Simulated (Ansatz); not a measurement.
An ordered 4-atom cell of BaCaS2 on the rocksalt lattice (R-3m), relaxed with r2SCAN, was run in Ansatz under altered settings. All numbers are computed, without spin polarisation but where a row says otherwise.

```yaml
crystal:
  lattice:
    - [2.13736, 1.23401, 7.04183]
    - [-2.13736, 1.23401, 7.04183]
    - [0.00000, -2.46801, 7.04183]
  atoms:
    - { symbol: Ca, position: [0.00000, 0.00000, 0.00000] }
    - { symbol: Ba, position: [0.50000, 0.50000, 0.50000] }
    - { symbol: S, position: [0.25909, 0.25909, 0.25909] }
    - { symbol: S, position: [0.74091, 0.74091, 0.74091] }
```

The base run's other keys:
```yaml
kpoints:
  mp_grid: { grid: [4, 4, 4] }
hamiltonian:
  xc: hse06
scf:
  occupations: { method: fixed }
  n_extra_bands: 5
```

It takes 15 iterations with 2147 plane waves at 420 eV and 13 k points, and leaves a mean stress of -0.19 GPa. The gap over this mesh is 3.057 eV. It ran on 4 threads of Arm Neoverse N1, on a shared host.

Outcomes, with energy and stress as changes against the base:
```
                               setting    outcome  ΔF (meV/atom)  Δ mean stress (GPa)  gap on the mesh (eV)  iterations  wall time
PBE hybrid, exx coeff 0.15, unscreened  converged              –                 +0.2                 3.086          14       39 s
             scf.exx.ecutfock_ratio: 1  converged            0.0                  0.0                 3.057          15       37 s
 PBE hybrid, exx coeff 1.5, unscreened    refused              –                    –                     –           –     0.04 s
          scf.occupations: tetrahedron    refused              –                    –                     –           –     0.04 s
```
A dash marks a value that wasn't obtained or can't be compared. Stress is positive in compression. The base took 44 s.

- PBE hybrid, exx coeff 0.15, unscreened. That is 15 % exact exchange, at all ranges, against HSE06's 25 % screened at 0.208 1/Å. The mean stress moves by +0.2 GPa and the gap on the mesh by +0.029 eV (to 3.086). Totals of different functionals aren't comparable.
- PBE hybrid, exx coeff 1.5, unscreened. The input is refused before any iteration. Error: invalid value for `hamiltonian.xc.exx.coeff`: must be finite and in (0, 1]; got 1.5
- scf.occupations: tetrahedron. The input is refused before any iteration. Error: 2 input errors — fix all and re-run

Within 1 meV an atom, 0.1 GPa and 0.005 eV of the base stay: scf.exx.ecutfock_ratio: 1.

Spin-orbit coupling is left out.

The program warns that its thresholds are loose for a hybrid's stress.
